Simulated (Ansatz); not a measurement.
NbRu:
```xyz
2
Lattice="3.0252 0.0000 0.0000 0.0000 3.0252 0.0000 0.0000 0.0000 3.3815" Properties=species:S:1:pos:R:3 pbc="T T T"
Nb     0.0000     0.0000     0.0000
Ru     1.5126     1.5126     1.6907
```

This is the PBEsol-relaxed structure. x, y and z are the axes in which the lattice vectors are written.

Problem. All from the program Ansatz at the PBEsol level (PAW), unless another level is named. Give the Hill bulk and shear moduli.

Solution. 255 and 59.5 GPa.

Problem. Predict the elastic constants (relaxed ions, GPa).

Solution. C11 = 341, C12 = 209, C13 = 214, C33 = 337, C44 = 55.7, C66 = 59.7.

Space group P4/mmm (L1₀ or tetragonal B2). The first step of the workflow began from a Materials Project structure, measured or hypothetical; the Crystallography Open Database files this formula in space group No. 123, but the cells were not matched. Its standing as an ambient phase is unchecked. Symmetry was held in the PBEsol relaxation; of distortions, only those at the zone centre were tested. The run is not spin-polarised. As this level gives no gap, shear constants depend on the k-mesh and smearing (Fermi–Dirac, 0.1 eV here).

Potentials: the later of the program's two PAW sets.
